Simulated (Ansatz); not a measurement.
This run works on a generated trial structure, not on a known crystal.

Input and command of a plane-wave DFT calculation in Ansatz:

```yaml
crystal:
  lattice:
    - [4.01405693, 0.0, 0.0]
    - [-2.00702847, 3.47627528, 0.0]
    - [0.0, 0.0, 5.67614429]
  atoms:
    - { symbol: Ni, position: [0.33333333, 0.66666667, 0.42457737], spin: 2.0 }
    - { symbol: Mo, position: [0.66666667, 0.33333333, 0.19724622] }
    - { symbol: Pd, position: [0.33333333, 0.66666667, 0.86068046] }
    - { symbol: Ir, position: [0.0, 0.0, 0.62601112] }
    - { symbol: W, position: [0.0, 0.0, 0.25247663] }
basis:
  ecutwfc: 420
kpoints:
  mp_grid: { grid: [5, 5, 3] }
hamiltonian:
  xc: pbe
scf:
  occupations: { method: gaussian, width: 0.2 }
  lower_state_search: "off"
output:
  forces: true
  stress: true
  eigenvalues: true
  populations: true
magnetization:
  spin_polarized: true
relax:
  adjacent_minimum: "off"
  f_tol: 0.08
  max_steps: 16
  cell: { stress_tol: 0.8 }
```

```bash
ansatz run input.yaml --threads 1 --pin off --max-ram 2816MiB --backend cpu --events-out ev --progress --plain --runs-dir out
```

Processor: Intel(R) Xeon(R) Platinum 8259CL CPU @ 2.50GHz (Skylake/Cascade Lake), 1 thread, on a host shared with other jobs.

Question: How long does it run, and how much memory does it take?

Answer: About 5.1 min, peak memory 0.5 GiB. It solves 50 bands at 12 k points (after reduction by symmetry) with about 1559 plane waves (on the last cell), in 199 SCF iterations over 12 ionic steps.
